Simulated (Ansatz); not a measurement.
Input file for Ansatz (a first-principles code):

Ansatz 0.2 input:
```yaml
crystal:
  lattice:
    - [6.2714409755, 0.0, 0.0]
    - [0.0, 6.2714409755, 0.0]
    - [0.0, 0.0, 6.2714409755]
  atoms:
    - { symbol: Cs, position: [0.0, 0.0, 0.0] }
    - { symbol: I, position: [0.0, 0.5, 0.5] }
    - { symbol: I, position: [0.5, 0.0, 0.5] }
    - { symbol: I, position: [0.5, 0.5, 0.0] }
    - { symbol: Sn, position: [0.5, 0.5, 0.5] }
kpoints:
  mp_grid: { grid: [4, 4, 4] }
  band_path:
    path:
      - [[0.0, 0.0, 0.0], [0.0, 0.5, 0.0], [0.5, 0.5, 0.0], [0.0, 0.0, 0.0], [0.5, 0.5, 0.5], [0.0, 0.5, 0.0]]  # Γ-X-M-Γ-R-X
      - [[0.5, 0.5, 0.5], [0.5, 0.5, 0.0]]  # R-M
      - [VBM, CBM]
    npoints: 12
basis: { xc_grid: 2 }
hamiltonian:
  xc: pbe
  pseudopotentials: { kind: paw }
magnetization: { noncollinear: true, spin_orbit: true }
scf:
  n_extra_bands: 12
  convergence: { dr2_threshold: 0.0000000001 }
  occupations: { method: gaussian, width: 0.01 }
checkpoint: { write: soc.run }
output: { eigenvalues: true }
```

Output (shortened):

```
Pseudopotential: Cs, paw_fr, valence charge 9
Pseudopotential: I, paw_fr, valence charge 17
Pseudopotential: Sn, paw_fr, valence charge 14
Functional definition: PBE
non-collinear run that drives no moment, with spin-orbit …
Crystal: 5 atoms, lattice volume = 246.662 Å³
Basis set: ecut = 420 eV, 4801 PW (Γ), exchange–correlation on 90×90×90 points (8 copies of the dense FFT grid, shifted against one another)
Bands: 86, of which v1, the nominal top of the filled ones, is band 74 counted from 1 (73 counted from 0)
Symmetry: 48 space group operations + 48 with time reversal
k-points: 10 of 64
Projection manifold: j_resolved (fully-relativistic pseudo-atomic orbitals)
SCF iter   1: F=—  HF=-34255.349015 eV  |F-HF|=—  |Δ(HF+E_count)|=         —  Δρ=2.33e-2  dr2=3.10e0  dr2_m=0.00e0 (ungated)  ethr=3.10e-3  |M|=0.00e0 ∫|m|=0.00e0 μB  |m|>n=0.0e0 m-floor=0.0e0 τ_xc=0.0e0  β_m=0.30  ⟨swp⟩=12.3  Hψ=2516  notcnv=0  defer=4
preconditioner: auto → Resta (q_TF=auto, 2.232 Å⁻¹)
spin=Noncollinear: Resta preconditioning applied to the charge; magnetization (m_x, m_y, m_z) channels mix plain (no charge-response kernel on spin).
SCF iter   2: F=—  HF=-34254.577123 eV  |F-HF|=—  |Δ(HF+E_count)|=   7.72e-1  Δρ=1.50e-2  dr2=1.43e0  dr2_m=0.00e0 (ungated)  ethr=3.10e-3  |M|=0.00e0 ∫|m|=0.00e0 μB  |m|>n=0.0e0 m-floor=0.0e0 τ_xc=0.0e0  β_m=0.57  ⟨swp⟩=2.7  Hψ=538  notcnv=0  defer=70
SCF iter   3: F=—  HF=-34253.966427 eV  |F-HF|=—  |Δ(HF+E_count)|=   6.11e-1  Δρ=3.20e-3  dr2=8.84e-2  dr2_m=0.00e0 (ungated)  ethr=1.93e-3  |M|=0.00e0 ∫|m|=0.00e0 μB  |m|>n=0.0e0 m-floor=0.0e0 τ_xc=0.0e0  β_m=0.79  ⟨swp⟩=4.0  Hψ=825  notcnv=0  defer=66
SCF iter   4: F=—  HF=-34253.936461 eV  |F-HF|=—  |Δ(HF+E_count)|=   3.00e-2  Δρ=9.13e-4  dr2=4.70e-3  dr2_m=0.00e0 (ungated)  ethr=1.20e-4  |M|=0.00e0 ∫|m|=0.00e0 μB  |m|>n=0.0e0 m-floor=0.0e0 τ_xc=0.0e0  β_m=0.88  ⟨swp⟩=3.7  Hψ=689  notcnv=0  defer=68
SCF iter   5: F=—  HF=-34253.937007 eV  |F-HF|=—  |Δ(HF+E_count)|=   5.46e-4  Δρ=2.50e-4  dr2=2.65e-4  dr2_m=0.00e0 (ungated)  ethr=6.36e-6  |M|=0.00e0 ∫|m|=0.00e0 μB  |m|>n=0.0e0 m-floor=0.0e0 τ_xc=0.0e0  β_m=0.94  ⟨swp⟩=2.6  Hψ=647  notcnv=0  defer=70
SCF iter   6: F=—  HF=-34253.937302 eV  |F-HF|=—  |Δ(HF+E_count)|=   2.95e-4  Δρ=4.98e-5  dr2=7.28e-6  dr2_m=0.00e0 (ungated)  ethr=3.58e-7  |M|=0.00e0 ∫|m|=0.00e0 μB  |m|>n=0.0e0 m-floor=0.0e0 τ_xc=0.0e0  β_m=0.96  ⟨swp⟩=2.0  Hψ=617  notcnv=0  defer=70
SCF iter   7: F=—  HF=-34253.937314 eV  |F-HF|=—  |Δ(HF+E_count)|=   1.24e-5  Δρ=1.79e-5  dr2=1.18e-6  dr2_m=0.00e0 (ungated)  ethr=9.84e-9  |M|=0.00e0 ∫|m|=0.00e0 μB  |m|>n=0.0e0 m-floor=0.0e0 τ_xc=0.0e0  β_m=0.97  ⟨swp⟩=2.0  Hψ=703  notcnv=0  defer=70
SCF iter   8: F=—  HF=-34253.937284 eV  |F-HF|=—  |Δ(HF+E_count)|=   3.02e-5  Δρ=6.48e-6  dr2=1.32e-7  dr2_m=0.00e0 (ungated)  ethr=1.60e-9  |M|=0.00e0 ∫|m|=0.00e0 μB  |m|>n=0.0e0 m-floor=0.0e0 τ_xc=0.0e0  β_m=0.98  ⟨swp⟩=2.0  Hψ=619  notcnv=0  defer=70
SCF iter  11: F=-34253.937284 eV  HF=-34253.937284 eV  |F-HF|=4.37e-11  |Δ(HF+E_count)|=   1.18e-9  Δρ=6.84e-8  dr2=1.44e-11  dr2_m=0.00e0 (ungated)  ethr=1.00e-12  |M|=0.00e0 ∫|m|=0.00e0 μB  |m|>n=0.0e0 m-floor=0.0e0 τ_xc=0.0e0  ⟨swp⟩=15.8  Hψ=1850  notcnv=0
SCF 1 converged in 11 iterations: F = -34253.937284 eV  dr2 = 1.44e-11
NSCF: frozen V_eff on 20 k-points
NSCF: frozen V_eff on 20 k-points
NSCF: frozen V_eff on 18 k-points
NSCF: frozen V_eff on 3 k-points
NSCF: frozen V_eff on 3 k-points
NSCF: frozen V_eff on 3 k-points
NSCF: frozen V_eff on 3 k-points
NSCF: frozen V_eff on 3 k-points
NSCF: frozen V_eff on 3 k-points
NSCF: frozen V_eff on 3 k-points
NSCF: frozen V_eff on 87 k-points
SCF converged after 11 iterations
Magnetization: |M| = 0.0000 μB,  M = (+0.0000, +0.0000, +0.0000) μB
Absolute magnetization: 0.0000 μB (∫|m|)
  site 0: m = (+0.0000, +0.0000, +0.0000) μB, |m| = 0.0000 μB  (R = 1.83 Å)
  site 1: m = (+0.0000, +0.0000, +0.0000) μB, |m| = 0.0000 μB  (R = 1.29 Å)
  site 2: m = (+0.0000, +0.0000, +0.0000) μB, |m| = 0.0000 μB  (R = 1.29 Å)
  site 3: m = (+0.0000, +0.0000, +0.0000) μB, |m| = 0.0000 μB  (R = 1.29 Å)
  site 4: m = (+0.0000, +0.0000, +0.0000) μB, |m| = 0.0000 μB  (R = 1.29 Å)
Free energy (F): -34253.937284 eV
Harris-Foulkes:  -34253.937284 eV  (|F-HF|=4.37e-11)
Internal energy: -34253.937283 eV  (E = F + TS)
E sigma→0 (E₀):  -34253.937284 eV
Entropy (-TS):   -0.000002 eV ( 0.000 meV/atom)
Fermi energy:    4.959216 eV
--- Per-component energies (eV) ---
  E_band       = -1442.257291
  E_kinetic    = 892.951221
  E_local      = -8923.866293  (includes V_loc(G=0)·N_el)
  E_nonlocal   = -272.439286
  E_hartree    = 4545.178836
  E_xc         = -941.854933
  E_vxc        = -608.093683  (∫ρ·V_xc dr)
  E_paw        = -23664.732031  (= ΣΔE_a)
  E_vpaw       = -1621.166762  (= ΣTr[D̂ρ^β])
  E_aug_tail   = -0.000035  (compensation charges beyond the density's cutoff)
  E_ewald      = -5889.174761
  E_smearing   = -0.000002  (= −TS)
  E_closure    = 0.000000  (closes the sum)
  Σ components = -34253.937284   (vs F -34253.937284, Δ=0.00e0)
  [band-id]    e_kinetic+e_local+e_nonlocal+2·e_hartree+e_vxc+e_vpaw+e_augmentation_tail = -1442.257166   (vs E_band -1442.257291, Δ=1.25e-4)
--- Band table (eV; the first three rows and the last of 10) ---
  k-point 0: bands = ["-41.0898", "-41.0898", "-41.0898", "-41.0898", "-41.0897", "-41.0897", "-40.9953", "-40.9953", "-40.9953", "-40.9953", "-40.9953", "-40.9953", "-39.3856", "-39.3856", "-39.3856", "-39.3856", "-39.3856", "-39.3856", "-39.3420", …
  k-point 1: bands = ["-41.0898", "-41.0898", "-41.0897", "-41.0897", "-41.0897", "-41.0897", "-40.9953", "-40.9953", "-40.9953", "-40.9953", "-40.9953", "-40.9953", "-39.3856", "-39.3856", "-39.3856", "-39.3856", "-39.3856", "-39.3856", "-39.3420", …
  k-point 2: bands = ["-41.0898", "-41.0898", "-41.0897", "-41.0897", "-41.0897", "-41.0897", "-40.9953", "-40.9953", "-40.9953", "-40.9953", "-40.9953", "-40.9953", "-39.3856", "-39.3856", "-39.3856", "-39.3856", "-39.3856", "-39.3856", "-39.3419", …
  k-point 9: bands = ["-41.0897", "-41.0897", "-41.0897", "-41.0897", "-41.0896", "-41.0896", "-40.9953", "-40.9953", "-40.9953", "-40.9953", "-40.9952", "-40.9952", "-39.3857", "-39.3857", "-39.3855", "-39.3855", "-39.3855", "-39.3855", "-39.3419", …
```

Cost: roughly 10 core-minutes on shared cores.

Space group Pm-3m (cubic perovskite). This is a known high-temperature phase of the composition, computed here at zero pressure and temperature. The PBE relaxation kept the symmetry of its start; of distortions, only those at the zone centre were tested.

Potentials: the later of the program's two PAW sets.

Ansatz is a plane-wave DFT program.
